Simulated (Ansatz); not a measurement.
Polymorphs of Ga₂O₃, each relaxed with HSE06 (plane waves, PAW; program Ansatz):

A: La2O3 or Ni2Al3 type (P-3m1)
a = b = 2.9882 Å, c = 7.2372 Å, α = β = 90.00°, γ = 120.00°

```
atom  site  symmetry       x       y       z
----  ----  --------  ------  ------  ------
Ga      2d       3m.  0.3333  0.6667  0.1927
O       1a      -3m.  0.0000  0.0000  0.0000
O       2d       3m.  0.6667  0.3333  0.2910
```

B: C2/m
a = 12.2785 Å, b = 3.0424 Å, c = 5.8080 Å, α = γ = 90.00°, β = 103.81°

```csv
atom,site,symmetry,x,y,z
Ga,4i,m,0.0901,0.0000,0.2943
Ga,4i,m,0.3414,0.0000,0.1854
O,4i,m,0.1737,0.0000,0.0646
O,4i,m,0.1628,0.0000,0.6092
O,4i,m,0.0038,0.5000,0.2429
```

Question: Put the candidates in order of energy per atom at 0 K, lowest first, for HSE06.

Answer: B (+0 meV/atom), A (+174 meV/atom)

Question: Give each one's gap.

Answer: A 4.47 eV; B 4.17 eV.

Constructed cells (a structure type filled with these elements, in neither database checked): A. Not the usual ambient phase: A. All cells were relaxed under the symmetry of their starts (and spin orders); stability against distortions was not tested throughout. Spin–orbit coupling is left out wherever it is not named.

Potentials: the later of the program's two PAW sets.
